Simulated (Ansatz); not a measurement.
The cell below belongs to a search over invented structures; it isn't taken from experiment.

Input and command of a plane-wave DFT calculation in Ansatz:

```yaml
crystal:
  lattice:
    - [1.5129575464, 0.8735064467, 11.415109741]
    - [-1.5129575464, 0.8735064467, 11.415109741]
    - [0.0, -1.7470128934, 11.415109741]
  atoms:
    - { symbol: Na, position: [0.7128297236, 0.7128297236, 0.7128297236] }
    - { symbol: Na, position: [0.2871702764, 0.2871702764, 0.2871702764] }
    - { symbol: Ta, position: [0.8686830648, 0.8686830648, 0.8686830648] }
    - { symbol: Ta, position: [0.1313169352, 0.1313169352, 0.1313169352] }
    - { symbol: O, position: [0.5730584126, 0.5730584126, 0.5730584126] }
    - { symbol: O, position: [0.4269415874, 0.4269415874, 0.4269415874] }
basis:
  ecutwfc: 500
kpoints:
  mp_grid: { grid: [12, 12, 12] }
hamiltonian:
  xc: r2scan
scf:
  occupations: { method: gaussian, width: 0.1 }
output:
  forces: true
  stress: true
  eigenvalues: true
```

```bash
ansatz run input.yaml --threads 1 --pin off --max-ram 2560MiB --backend cpu --events-out ev --progress --plain --runs-dir out
```

Processor: Arm Neoverse V1, 1 thread, on a host shared with other jobs.

Estimate time, memory and problem size.

About 71 s, peak memory 0.93 GiB. It solves 34 bands at 189 k points (after reduction by symmetry) with about 2327 plane waves, in 10 SCF iterations.
